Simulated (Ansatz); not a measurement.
TiGa$_{3}$: how the free axis answers a strain

TiGa$_{3}$, I4/mmm, a = 3.746 Å, c = 8.676 Å. The structure is a COD entry; whether it is the stable form wasn't checked. Ansatz: PBEsol, PAW, 420 eV, Γ-centred 10×10×4 mesh on 8 atoms, Gaussian smearing 0.10 eV; no spin polarisation. Series: uniaxial strain along c, with a, b and atoms relaxed; x is the strain in per cent. y is the change of a in per cent of 3.746 Å.

| x (%) | y (%) |
| --- | --- |
| -3.0 | ? |
| -2.0 | 0.37 |
| -1.0 | 0.18 |
| 0.0 | 0.00 |
| 1.0 | -0.17 |
| 2.0 | -0.33 |
| 3.0 | -0.48 |

Question: Fit y = c1 x + c2 x² to the other rows, say what c1 measures, and predict the missing y.

Answer: Least squares on the rows shown. y = −0.1750 x + 0.005000 x². So −c1 = 0.175 is Poisson's ratio for this pair of axes. At x = -3.0 the fit asked for gives 0.57 %. The run gave 0.58 %, so the fit is 0.01 % too low, a small miss on the scale of the series.